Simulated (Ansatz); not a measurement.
Q: Each is relaxed and computed with DFT-r²SCAN in the program Ansatz with PAW potentials. Which is the only metal?
(A) LaGe2Ru2, I4/mmm (La on 2a, Ge on 4e, Ru on 4d)
(B) RuS2, Pa-3 (Ru on 4a, S on 8c)
(C) La2O3, La2O3 or Ni2Al3 type
(D) SiGe, wurtzite

A: A, LaGe2Ru2, I4/mmm (La on 2a, Ge on 4e, Ru on 4d). LaGe2Ru2: metal; La2O3: gap 4.23 eV (indirect); SiGe: gap 0.66 eV (indirect); RuS2: gap 0.88 eV (indirect). Standing as an ambient phase not checked: LaGe2Ru2, I4/mmm (La on 2a, Ge on 4e, Ru on 4d); SiGe, wurtzite. All cells were relaxed under the symmetry of their starts (and spin orders); stability against distortions was not tested throughout. Rows with no word on spin ran without spin polarisation. Scalar-relativistic: spin–orbit coupling is off unless named, which matters more the heavier the elements.

Potentials: the later of the program's two PAW sets.
